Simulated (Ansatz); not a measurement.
Given:

ScAlN₂:
Space group P3m1 (No. 156); a = 3.3227 Å, b = 3.3227 Å, c = 5.1689 Å, α = 90.00°, β = 90.00°, γ = 120.00°

```tsv
atom	site	symmetry	x	y	z
Sc	1b	3m.	0.3333	0.6667	0.9908
N	1b	3m.	0.3333	0.6667	0.4083
Al	1c	3m.	0.6667	0.3333	0.5040
N	1c	3m.	0.6667	0.3333	0.8669
```

This is the r²SCAN-relaxed structure.

Question: All from DFT-r²SCAN in the program Ansatz with PAW potentials, unless another level is named. Give the formation energy from the elements (no fitted shifts).

Answer: -1.65 eV/atom.

Question: Next, the hole effective mass?

Answer: 3.5, 3.5, 15 mₑ (principal values).

Question: And the electron effective mass?

Answer: 0.54, 0.54, 14 mₑ (principal values).

Question: And the valence-band maximum?

Answer: at H.

The start of the workflow was typed in or built on a structure type; neither database checked (COD, Materials Project) lists it. Whether it is the stable phase at ambient conditions was not checked. The r²SCAN relaxation kept the symmetry of its start; its stability against distortions is not shown here. The run is not spin-polarised. The references are the lowest solids computed at this level, not always the standard phases (solids in place of the gases).

Potentials: the earlier of the program's two PAW sets.

Edges and masses are those of Kohn–Sham bands, whose gap is no quasiparticle gap.
